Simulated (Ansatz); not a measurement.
Zr₂C:
```yaml
crystal:
  lattice:
    - [3.63419, 0.00000, 0.00000]
    - [0.00000, 3.63419, 0.00000]
    - [0.00000, 0.00000, 6.98004]
  atoms:
    - { symbol: Zr, position: [0.00000, 0.00000, 0.00000] }
    - { symbol: Zr, position: [0.50000, 0.50000, 0.00000] }
    - { symbol: Zr, position: [0.50000, 0.00000, 0.36978] }
    - { symbol: Zr, position: [0.00000, 0.50000, 0.63022] }
    - { symbol: C, position: [0.50000, 0.00000, 0.72851] }
    - { symbol: C, position: [0.00000, 0.50000, 0.27149] }
```

Relaxed with r²SCAN. Special points in fractions of this cell's reciprocal vectors: Γ (0.000, 0.000, 0.000); X (0.000, 0.500, 0.000); M (0.500, 0.500, 0.000); Z (0.000, 0.000, 0.500); R (0.000, 0.500, 0.500); A (0.500, 0.500, 0.500).

### Question
List the band energies nearest the Fermi level at these points for r²SCAN (plane waves, PAW; program Ansatz).

### Answer
In eV from the Fermi level; about four levels below and three above (degenerate sets whole), none deeper than 8.9 eV; points with the same levels are listed once.

```tsv
k	below	above
Γ	-1.99 -1.33 -0.74 -0.74	1.03 1.03 1.15
X	-1.24 -1.24 -0.06 -0.06	1.39 1.39 2.57 2.57
M	-1.06 -1.06 -0.53 -0.53	0.21 0.21 3.43 3.43
Z	-1.51 -1.32 -1.32 -1.11	0.32 0.90 0.90
R	-2.66 -2.66 -1.12 -1.12	0.57 0.57 1.20 1.20
A	-0.79 -0.79 -0.69 -0.69	3.69 3.69 3.72 3.72
```

Space group P4/nmm. A made-up cell: these elements were put on the sites of a structure type; neither database checked (COD, Materials Project) lists it. Its standing as an ambient phase is unchecked. The r²SCAN relaxation kept the symmetry of its start; its stability against distortions is not shown here. The run is not spin-polarised. Scalar-relativistic: spin–orbit coupling is off unless named, which matters more the heavier the elements.

Potentials: the earlier of the program's two PAW sets.
